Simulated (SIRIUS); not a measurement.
SIRIUS run on Sn₄TeSe₃ (Pm, 8 atoms in the cell; from Materials Project mp-1219000, changed as shown): self-consistent single point.

Method: PBEsol, GBRV PBEsol ultrasoft pseudopotentials (plane waves; SIRIUS).

The change in words: atom 7 moved by -0.08 angstrom along x. Reference geometry (Pm):
```xyz
8
Lattice="4.7359 0.0000 0.0000 0.0000 4.2782 0.0000 -0.1006 0.0000 12.0230" Properties=species:S:1:pos:R:3 pbc="T T T"
Sn     2.7437     2.1391     4.5615
Sn     4.1058     2.1391    10.5466
Sn     1.7530     0.0000     7.4952
Sn     0.5683     0.0000     1.3550
Te     0.0564     0.0000     4.2910
Se     2.3786     2.1391     1.7830
Se     4.6586     2.1391     7.8222
Se     2.2771     0.0000    10.2376
```

Reference input (self-consistent single point, DFT, PBEsol, plane waves, GBRV PBEsol ultrasoft pseudopotentials): parameters.ngridk = 3 3 1; parameters.xc_functionals = [XC_GGA_X_PBE_SOL, XC_GGA_C_PBE_SOL]; parameters.gk_cutoff = 6.325 1/bohr; parameters.pw_cutoff = 14.143 1/bohr; parameters.smearing = fermi_dirac; parameters.smearing_width = 0.00183747 Ha; potentials = GBRV PBEsol ultrasoft pseudopotentials; parameters.electronic_structure_method = pseudopotential; parameters.num_bands = 48; parameters.num_mag_dims = 0; parameters.num_dft_iter = 100; parameters.energy_tol = 1e-07 Ha. This run's input differs from it in these lines:

```diff
@@ -56,3 +56,3 @@
         [0.5054, 0.5, 0.1483],
-        [0.9975, 0.5, 0.6506],
+        [0.980608, 0.5, 0.6506],
         [0.4989, 0.0, 0.8515]
```

Output, abridged:

```
[find] density tolerance         : 1e-06
[find] total energy tolerance    : 1e-07
[find] iter_solver_tol (initial) : 0.01
[find] iter_solver_tol (target)  : 1e-13
[find] num_dft_iter              : 100
Charges and magnetic moments
--------------------------------------------------------------------------------
total charge          : 80.000000
[find] | SCF iteration   0 out of 100|
[diagonalize] iterative solver tolerance (occupied, empty): 0.01 0.01
[diagonalize] average number of iterations: 2.25
[find] Charges and magnetic moments
[find] total charge          : 80.000000
[find] Energy
   [... lines left out ...]

[find] Charges and magnetic moments
[find] total charge          : 80.000000
[find] Energy
[find] smearing (-TS)                 :      -0.00003761
[find] Total energy                   :    -396.07324421 (Ha),    -792.14648842 (Ry)
[find] Free energy (E-TS)             :    -396.07328183 (Ha),    -792.14656365 (Ry)
[find] band gap (eV)                  :       0.57170272
[find] Efermi                         :       0.25159531
[find] iteration : 33, RMS (target) : 7.5555e-07 (1.0000e-06) , energy difference (target) : 2.2464e-09 (1.0000e-07)
[find] bands are converged : true
[find] iterative solver converged : false
[find] converged after 34 SCF iterations!
[find] Charges and magnetic moments
[find] total charge          : 80.000000
[find] Energy
[find] smearing (-TS)                 :      -0.00003761
[find] Total energy                   :    -396.07324421 (Ha),    -792.14648842 (Ry)
[find] Free energy (E-TS)             :    -396.07328183 (Ha),    -792.14656365 (Ry)
[find] band gap (eV)                  :       0.57170272
[find] Efermi                         :       0.25159531
[ground_state] === stress tensor components [kbar] ===
[ground_state] === stress_total ===
[ground_state]    36.393852    0.000000    1.069243
[ground_state]     0.000000   23.975131    0.000000
[ground_state]     1.069243    0.000000   17.520422
[ground_state] ==== total Forces in Ha/bohr =====
   [... lines left out ...]
[ground_state] atom:    3, force:       0.0053581      0.0000000      0.0037836
[ground_state] atom:    4, force:      -0.0037605      0.0000000      0.0026392
[ground_state] atom:    5, force:      -0.0049358      0.0000000     -0.0015834
[ground_state] atom:    6, force:       0.0094962      0.0000000      0.0002220
[ground_state] atom:    7, force:       0.0058575      0.0000000      0.0006500
```

The run converged in 34 iterations. SIRIUS prints the stress tensor with tension positive. Against the reference run the free energy goes up by 3.8 meV/atom, the pressure goes from -2.47 to -2.60 GPa and the largest force goes from 0.418 to 0.545 eV/Å.

Spin-orbit coupling is left out, which matters for bands and gaps with elements this heavy. The structure comes from a collection of computed structures, made at another level of theory; the collection holds predicted forms beside known ones. Its lattice was then scaled.

Cost on one core: roughly 2.0 core-minutes.

The gap that the log prints is read on the run's mesh, which can miss the band edges or a crossing.
